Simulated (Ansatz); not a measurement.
**Lu$_{2}$TiS$_{4}$, a known structure type with other elements, at an estimated volume**

```xyz
14
Lattice="0.0000 5.4077 5.4077 5.4077 0.0000 5.4077 5.4077 5.4077 0.0000" Properties=species:S:1:pos:R:3 pbc="T T T"
Lu    6.7597    6.7597    6.7597
Lu    6.7597    4.0558    4.0558
Lu    4.0558    4.0558    6.7597
Lu    4.0558    6.7597    4.0558
S     4.0450    4.0450    4.0450
S     9.4743    6.7488    6.7488
S     6.7705    6.7705    4.0450
S     6.7488    9.4743    6.7488
S     4.0450    6.7705    6.7705
S     9.4743    9.4743    9.4743
S     6.7705    4.0450    6.7705
S     6.7488    6.7488    9.4743
Ti    0.0000    0.0000    0.0000
Ti    2.7039    2.7039    2.7039
```

Method: PBEsol, with U_eff = 4.73 eV on Ti d (all-electron-ortho-atomic projectors), no spin polarisation; PAW, plane waves to 420 eV, 6×6×6 Γ-centred mesh, gaussian occupations (width 0.0827 eV) (Ansatz 0.2.0), atoms fixed.

- Charges: Bader charges in e: Lu +1.76, Ti +1.71, S -1.31. In the mean Lu gives up most and S takes most.
- Forces: The largest is on S5 (and as large on other atoms): 0.96 eV/Å, components (0.55, 0.55, 0.55). It makes 180° with the line to a nearest neighbour, Ti14 at 2.32 Å, pointing away from it.
- Contacts: S–Ti at 2.32 Å: least valence density 0.57 e/Å³ and ELF 0.43 there. Lu–S at 2.71 Å: least valence density 0.30 e/Å³ and ELF 0.18 there. These are pseudo-fields; inside the PAW spheres they differ from the all-electron ones.
- Electronic structure: It is a metal, with about 11 states/eV a cell as the mean within 0.25 eV of the Fermi level, mostly Ti d (53 %) and Lu d (31 %).
- Stress: The pressure is -2.1 GPa (compression positive), so with the atoms held at these fractions the cell would first shrink; the forces are large, so a full relaxation may end otherwise.

Origin: a known structure type with other elements, at an estimated volume, so it need not be a known compound. Caveats: many states at the Fermi level without spin polarisation, so a magnetic state may lie lower; a Hubbard term without moments, so a magnetic state may lie lower.
